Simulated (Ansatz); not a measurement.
Does this entry for SiO2 lie near equilibrium?

The cell is a COD entry.

```cif
data_SiO2
_symmetry_space_group_name_H-M 'P4_12_12'
_symmetry_Int_Tables_number 92
_cell_length_a 7.4640
_cell_length_b 7.4640
_cell_length_c 8.6200
_cell_angle_alpha 90.000
_cell_angle_beta 90.000
_cell_angle_gamma 90.000
loop_
_atom_site_label
_atom_site_type_symbol
_atom_site_symmetry_multiplicity
_atom_site_Wyckoff_symbol
_atom_site_fract_x
_atom_site_fract_y
_atom_site_fract_z
Si1 Si 4 a 0.4100 0.4100 0.0000
Si5 Si 8 b 0.3260 0.1200 0.2480
O13 O 8 b 0.3440 0.2970 0.1430
O21 O 8 b 0.1170 0.1230 0.2960
O29 O 8 b 0.4450 0.1320 0.4000
```

One atom of each set is listed.

Computed with Ansatz: DFT, PBE, plane waves and PAW, scalar-relativistic, 420 eV cutoff, Γ-centred 4×4×3 k-points, Fermi–Dirac smearing 0.02 eV.

Question: Do the atoms and the cell lie near the calculated equilibrium?

Answer: No. The largest force is 5.8 eV/Å, on atom 7 (Si: 3 O at 1.59–1.61 Å, 1 Si at 2.36 Å; also 2 O at 2.48–2.58 Å), and the pressure is 16.2 GPa. Such values can come from a cell under pressure, imprecise or misplaced coordinates, missing atoms or a wrong setting of the space group; the run alone doesn't tell which, and gradients calculated on this entry can't be taken for those of the compound at ambient conditions.
